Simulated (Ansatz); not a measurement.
**C (Fd-3m) as a strained film**

```xyz
2
Lattice="1.7801 1.7801 0.0000 -1.7801 1.7801 0.0000 0.0000 1.7801 1.7801" Properties=species:S:1:pos:R:3 pbc="T T T"
C     0.0000    1.7801    0.0000
C     0.8901    2.6702    0.8901
```

This cell was relaxed by PAW under r²SCAN. A film on a (001) substrate is mimicked by stretching x and y by ε∥; the length along z and the atoms then relax by PAW (default files of Ansatz 0.2.0, cutoff 500 eV, stress met within about 0.05 GPa). Stress and levels come from r²SCAN, PAW on Ansatz 0.2.0's default frozen-core files (fitted under PBE), scalar-relativistic; k mesh 12×12×12, fixed occupations, cutoff 500 eV. Conduction levels are in eV over the valence top, at fixed fractional wave vectors («min» is a refined band extremum of the unstrained crystal off the named points).

| ε∥ (%) | ε⊥ (%) | σ∥ (GPa, tension positive) | min ⊥ z | min ∥ z | X ⊥ z | X ∥ z | 2nd valence level at Γ | 3rd |
| --- | --- | --- | --- | --- | --- | --- | --- | --- |
| -2.0 | 0.439 | -26.04 | 4.105 | 4.731 | 4.777 | 5.395 | 0.000 | -0.412 |
| -1.0 | 0.219 | -12.53 | 4.235 | 4.544 | 4.908 | 5.212 | 0.000 | -0.199 |
| -0.5 | 0.109 | -6.15 | 4.299 | 4.452 | 4.971 | 5.122 | 0.000 | -0.098 |
| 0.0 | 0.000 | -0.01 | 4.361 | 4.361 | 5.034 | 5.034 | 0.000 | 0.000 |
| 0.5 | -0.107 | 5.91 | 4.328 | 4.177 | 5.000 | 4.852 | -0.095 | -0.095 |
| 1.0 | ? | ? | ? | ? | ? | ? | ? | ? |
| 2.0 | -0.424 | 22.35 | 4.238 | 3.647 | 4.907 | 4.331 | -0.363 | -0.363 |

The last two columns are counted from the highest valence level at Γ.

Question: How does the film contract along z, and how stiff is it in the plane?

Answer: Quadratic fits through the 6 rows shown have slopes dε⊥/dε∥ = -0.216 and dσ∥/dε∥ = 1209.3 GPa at zero strain. Elasticity asks −2C12/C11 = -0.216 and C11 + C12 − 2C12²/C11 = 1206.1 GPa, from PAW constants C11 = 1111.9, C12 = 120.2 GPa. At the level of the σ∥ column the films keep up to 0.01 GPa along z against the unstrained cell; this and the cubic term, which a quadratic fit over ±2 % leaves out, limit the agreement.

Question: Which shear deformation potential b does the valence splitting give?

Answer: Without spin-orbit coupling the single level moves against the pair by 3b(ε⊥ − ε∥): -0.0982 eV at ε⊥ − ε∥ = 0.00609 and 0.0950 eV at -0.00607, so b = -5.30 eV.

Question: And the uniaxial potential of the lowest valleys?

Answer: The valley along z moves against those in the plane by Ξu(ε⊥ − ε∥): from 0.1533 to -0.1508 eV between the two smallest strains, so Ξu = 25.01 eV.

Question: Fill the row at ε∥ = 1.0 %.

Answer: The fits give ε⊥ = -0.214 % and σ∥ = 11.63 GPa. Computed: ε⊥ (%) = -0.214, σ∥ (GPa, tension positive) = 11.61, min ⊥ z = 4.296, min ∥ z = 3.996, X ⊥ z = 4.967, X ∥ z = 4.674, 2nd valence level at Γ = -0.187, 3rd = -0.187. The levels have a kink at zero strain, where another valence state takes the top, so one parabola doesn't fit them.

Question: What is the slope of the gap under small compression and under small tension?

Answer: dE_g/dε∥ is 125 meV per % on the compressed side and -369 on the stretched side, so the gap falls either way. The lowest conduction level lies at min ⊥ z under the strongest compression and at min ∥ z under the strongest tension.

Known limits: frozen-core PAW files fitted under PBE, their cores solved anew for the functional of the run; semilocal gaps are low, and the spacing of valleys can be off by tenths of an eV; levels are read at fixed fractional k, so an edge that moves off these points is missed.
